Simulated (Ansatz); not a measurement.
Relaxing a structure of ZrSi2

The start is a randomly generated symmetric cell of ZrSi2 (space group No. 139). The cell and all atomic positions are relaxed at zero pressure with r2SCAN (plane waves to 500 eV, PAW, scalar-relativistic; Ansatz, a program for electronic structure). The first steps use a coarse 8×8×8 k-mesh.

The start:
```
CELL_PARAMETERS angstrom
     -2.82780     2.82780     1.70081
      2.82780    -2.82780     1.70081
      2.82780     2.82780    -1.70081
ATOMIC_POSITIONS crystal
  Si 0.50000 0.00000 0.50000
  Si 0.00000 0.50000 0.50000
  Zr 0.50000 0.50000 0.00000
```

**Question.** How much energy is released per atom?

**Answer.** 2.52 eV/atom.

**Question.** How does the volume per atom move from start to end?

**Answer.** +19.2 %, from 18.13 to 21.62 Å³/atom.

**Question.** How do the shortest distances between atoms change?

**Answer.** The closest pairs of elements (up to four, under 3.6 Å), start → end: Si–Si 1.70 → 2.29 Å; Si–Zr 2.83 → 2.66 Å; Zr–Zr 3.40 → 4.40 Å.

The space group stays I4/mmm (No. 139) (the run could not lower it), with 3 atoms in the primitive cell. Final values are on a 13×13×13 k-mesh of the relaxed cell. No spin polarisation in the result.

The run could not lose the symmetry of its start: the end is stationary, and may be a saddle point rather than a minimum.

All atoms sit on sites fixed by symmetry, so only the cell could relax.

The relaxed structure here is a generated cell of ZrSi2: the first start was made by a random draw of sites in a space group, and the end was not matched to a known phase here, so it may be hypothetical.
